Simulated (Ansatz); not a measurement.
## SnF₄ (I4/mmm), a sublattice moved along a line

All numbers below come from DFT r2SCAN, scalar-relativistic, plane waves, PAW (Ansatz). Cutoff 500 eV, Γ-centred 8×8×8 k-points, Gaussian smearing of 0.05 eV. No spin polarisation. Energies are free energies at this smearing, counted from the undisturbed cell; pressure is positive in compression.

The undisturbed cell (as given, not relaxed at this level; it stands at 2.1 GPa, and it needn't be the usual structure):

```xyz
5
Lattice="-2.0250 2.0250 3.9650 2.0250 -2.0250 3.9650 2.0250 2.0250 -3.9650" Properties=species:S:1:pos:R:3 pbc="T T T"
Sn    0.0000    0.0000    0.0000
F     0.0000    0.0000    1.8794
F     0.0000    0.0000    6.0506
F     0.0000    2.0250    0.0000
F     2.0250    0.0000    0.0000
```

The cell holds layers and no dispersion correction was added, so their binding is poorly described.

Every Sn atom is moved by x along the Cartesian unit vector (0.000, 0.000, 1.000); the cell and all other atoms stay fixed.

```tsv
x (Å)	ΔE (meV/cell)
-0.5000	10286.9
-0.2500	1741.0
0.0000	0.0
0.0625	94.8
0.1250	390.2
0.1875	919.5
0.3125	2942.1
0.3750	4645.1
0.4375	7017.1
```

Task: Predict the gap on the mesh (eV) at each point.

Result:
```csv
x (Å),gap on the mesh (eV)
-0.5000,3.08
-0.2500,3.75
0.0000,4.32
0.0625,4.27
0.1250,4.16
0.1875,3.98
0.3125,3.54
0.3750,3.36
0.4375,3.20
```